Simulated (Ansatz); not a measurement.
Al2O3 built on the corundum prototype, relaxed with r2SCAN in Ansatz. It is trigonal, R-3c (No. 167); a = 4.759 Å, c = 12.995 Å in the conventional setting, 8.49 Å³ an atom. Al is surrounded by 6 O at 1.86–1.97 Å; O is surrounded by 4 Al at 1.86–1.97 Å.

The axes x, y and z are those of this cell:
```
CELL_PARAMETERS angstrom
2.37936 1.37372 4.33159
-2.37936 1.37372 4.33159
0.00000 -2.74745 4.33159
ATOMIC_POSITIONS crystal
Al 0.85191 0.85191 0.85191
Al 0.35191 0.35191 0.35191
Al 0.14809 0.14809 0.14809
Al 0.64809 0.64809 0.64809
O 0.44363 0.05637 0.75000
O 0.05637 0.75000 0.44363
O 0.55637 0.94363 0.25000
O 0.25000 0.55637 0.94363
O 0.94363 0.25000 0.55637
O 0.75000 0.44363 0.05637
```

Unstrained: PBE gives a direct gap of 6.241 eV at Γ. With r2SCAN the gap is 7.139 eV and direct, at Γ. With HSE06 the gap is 8.106 eV and direct, at Γ. Meshes: PBE 6×6×6, r2SCAN 6×6×6, HSE06 4×4×4. Strains are changes of length per length. After each strain the atoms were relaxed again with r2SCAN within the symmetry that the strain leaves, so tilts or polar shifts that break it weren't tested; points keep the names that they have in the unstrained zone. (Simulation; spin polarisation is off.)

(1) Apply isotropic -3.0 % on every length. How far does the gap move, against the unstrained cell?

(2) Estimate what isotropic +2.0 % on every length does to the gap.

(3) Estimate what isotropic -1.0 % on every length does to the gap.

(4) Apply isotropic +1.0 % on every length. How far does the gap move, against the unstrained cell?

(5) Apply isotropic -2.0 % on every length. How far does the gap move, against the unstrained cell?

(6) Apply isotropic +3.0 % on every length. How far does the gap move, against the unstrained cell?

(7) Order the strained cells by their HSE06 gap, smallest first.
A. isotropic +1.0 % on every length
B. isotropic +3.0 % on every length
C. isotropic -1.0 % on every length
D. isotropic -2.0 % on every length
E. isotropic +2.0 % on every length
F. isotropic -3.0 % on every length

Answers

(1) PBE: the gap goes from 6.241 to 7.421 eV (+1.180 eV). r2SCAN: the gap goes from 7.139 to 8.357 eV (+1.218 eV). HSE06: the gap goes from 8.106 to 9.370 eV (+1.264 eV). The r2SCAN energy rises by 60.4 meV an atom.

(2) PBE: the gap goes from 6.241 to 5.506 eV (-0.735 eV); least and direct gap lie within 0.04 eV, so its kind isn't settled. r2SCAN: the gap goes from 7.139 to 6.388 eV (-0.751 eV). HSE06: the gap goes from 8.106 to 7.322 eV (-0.784 eV). The r2SCAN energy rises by 23.0 meV an atom.

(3) PBE: the gap goes from 6.241 to 6.621 eV (+0.380 eV). r2SCAN: the gap goes from 7.139 to 7.533 eV (+0.394 eV). HSE06: the gap goes from 8.106 to 8.515 eV (+0.409 eV). The r2SCAN energy rises by 6.3 meV an atom.

(4) PBE: the gap goes from 6.241 to 5.871 eV (-0.370 eV). r2SCAN: the gap goes from 7.139 to 6.757 eV (-0.382 eV). HSE06: the gap goes from 8.106 to 7.708 eV (-0.398 eV). The r2SCAN energy rises by 5.9 meV an atom.

(5) PBE: the gap goes from 6.241 to 7.015 eV (+0.774 eV). r2SCAN: the gap goes from 7.139 to 7.939 eV (+0.800 eV). HSE06: the gap goes from 8.106 to 8.936 eV (+0.830 eV). The r2SCAN energy rises by 26.1 meV an atom.

(6) PBE: the gap goes from 6.241 to 5.150 eV (-1.091 eV); it turns from direct (Γ) to indirect (Γ–S₀ (0.28) → Γ); least and direct gap lie within 0.04 eV, so its kind isn't settled. r2SCAN: the gap goes from 7.139 to 6.027 eV (-1.112 eV); least and direct gap lie within 0.04 eV, so its kind isn't settled. HSE06: the gap goes from 8.106 to 6.950 eV (-1.156 eV). The r2SCAN energy rises by 50.4 meV an atom.

(7) B (6.95 eV), E (7.32 eV), A (7.71 eV), C (8.51 eV), D (8.94 eV), F (9.37 eV).

Where an edge lies off the special points, it is a point of the mesh or the k point where a search put PBE's edge or least direct gap, reused for the other functionals, whose own edges may lie a little apart.

The meshes of the hybrids are coarse, so their gaps aren't converged to the digits shown.
